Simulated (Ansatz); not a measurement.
BP in space group P6_3/mmc (No. 194; B on 2c, P on 2d), DFT-LDA in the program Ansatz with PAW potentials. The conduction-band minimum lies at M, with 3 equivalent valleys. Second derivatives d²E/dk² of the lowest band at one valley (eV·Å²), along Cartesian directions:

| direction | d²E/dk² |
|---|---|
| [100] | 1.764 |
| [010] | 44.92 |
| [001] | 7.311 |
| [110] | 23.34 |
| [101] | 4.535 |
| [011] | 26.12 |

**Question.** Find the principal effective masses, the density-of-states mass and the conductivity mass.

**Answer.** Off-diagonal terms follow from H_xy = H[110] − (H_xx + H_yy)/2, and m*/mₑ = 7.620 eV·Å² over each eigenvalue: 0.17, 1.0, 4.3. One valley's DOS mass (m₁m₂m₃)^(1/3) = 0.91, conductivity mass 3/(Σ 1/mᵢ) = 0.42 mₑ.

**Question.** What effective density of states Nc follows at 300 K for parabolic valleys?

**Answer.** Nc = 2.509e19 × 3 × (0.91)^(3/2) ≈ 6.5e19 cm⁻³.

The start of the workflow was typed in or built on a structure type; neither database checked (COD, Materials Project) lists it. It is not the phase usual at ambient conditions (space group No. 216). Symmetry was held in the LDA relaxation; phonons show weakly imaginary modes. A crystal of weakly bound layers computed without a dispersion correction: the cell and the soft elastic constants depend strongly on that.

Potentials: the later of the program's two PAW sets.

Edges and masses are those of Kohn–Sham bands, whose gap is no quasiparticle gap.
